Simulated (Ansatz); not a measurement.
**MnCd₂Sb₂, a known structure type with other elements, at an estimated volume**

```
CELL_PARAMETERS angstrom
2.27663 3.94323 0.00000
-2.27663 3.94323 0.00000
0.00000 0.00000 7.56330
ATOMIC_POSITIONS crystal
Mn 0.00000 0.00000 0.00000
Cd 0.33330 0.33340 0.63080
Cd 0.66670 0.66660 0.36920
Sb 0.33330 0.33340 0.25080
Sb 0.66670 0.66660 0.74920
```

The numbers come from plane-wave PAW DFT (Ansatz): PBE, no spin polarisation, 420 eV, 9×9×5 Γ-centred k points, fermi-dirac occupations (width 0.1 eV). Nothing was relaxed.

Q: Is the cell too large or too small?

A: The pressure is -0.5 GPa (compression positive), so with the atoms held at these fractions the cell would first shrink; the forces are large, so a full relaxation may end otherwise. The principal stresses -2.2, 0.3, 0.3 GPa differ, so its shape would change too.

Q: Describe some of the short contacts.

A: Cd–Sb at 2.78 Å: least valence density 0.33 e/Å³ and ELF 0.34 there. Mn–Sb at 3.24 Å: least valence density 0.14 e/Å³ and ELF 0.21 there. These are pseudo-fields; inside the PAW spheres they differ from the all-electron ones.

Q: Where is the largest force?

A: The largest is on Sb4 (and as large on other atoms): 2.37 eV/Å, components (0.00, 0.00, -2.37). It makes 109° with the line to a nearest neighbour, Cd3 at 2.78 Å.

Q: Is there a gap?

A: It is a metal, with about 13 states/eV a cell as the mean within 0.25 eV of the Fermi level, mostly Mn d (87 %).

Origin: a known structure type with other elements, at an estimated volume, so it need not be a known compound. Caveats: no spin polarisation, so a magnetic state may lie lower; atoms or cell far from equilibrium.
